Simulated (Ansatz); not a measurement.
Relaxed CsPbCl3 (cubic perovskite):

```
CELL_PARAMETERS angstrom
      5.67354     0.00000     0.00000
      0.00000     5.67354     0.00000
      0.00000     0.00000     5.67354
ATOMIC_POSITIONS crystal
  Cs 0.00000 0.00000 0.00000
  Pb 0.50000 0.50000 0.50000
  Cl 0.00000 0.50000 0.50000
  Cl 0.50000 0.50000 0.00000
  Cl 0.50000 0.00000 0.50000
```

Computed with r2SCAN (plane waves to 500 eV, PAW, scalar-relativistic; Ansatz, an electronic-structure program). k mesh 5×5×5 (Γ-centred), Fermi-Dirac smearing 0.05 eV. CsPbCl3 was relaxed with its symmetry unable to fall. Spin-orbit coupling is left out, though Pb is heavy. The PAW data are Ansatz's earlier set. This is a high-temperature form of CsPbCl3.

One atom of the cell was then moved (with its periodic images), all else fixed, and the forces (eV/Å) came out as:

```csv
atom,Fx,Fy,Fz
Cs1,0.313,0.313,0.000
Pb2,-0.141,-0.141,0.000
Cl3,-0.046,0.027,0.000
Cl4,-0.152,-0.152,0.000
Cl5,0.027,-0.046,0.000
```

Problem. Which atom was moved, and by which vector (Å)?

Solution. Cs1, by (-0.51, -0.51, 0.00), 0.72 Å in all.

(For displaced atoms, the force is minus the slope of the energy, and its curvature is a force constant, which sets phonon frequencies.)
